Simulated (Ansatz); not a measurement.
TiAl, in the lowest among the structures calculated here: P4/mmm (No. 123), tP2; a = 2.7973 Å, b = 2.7973 Å, c = 4.0323 Å, α = 90.00°, β = 90.00°, γ = 90.00°; Al 1d (0.500, 0.500, 0.500); Ti 1a (0.000, 0.000, 0.000). Method: PBEsol (plane waves to 420 eV, PAW, scalar-relativistic; Ansatz, an electronic-structure program). Element references, the lowest calculated here: Al (Fm-3m), Ti (P6₃/mmc).

Problem. What formation energy of this P4/mmm form of TiAl from the elements does PBEsol give?

Solution. -0.41 eV/atom.

Static energies, no anion corrections, no zero-point energy. Values are rounded to 0.01 eV/atom. The compounds carry no spin polarisation.
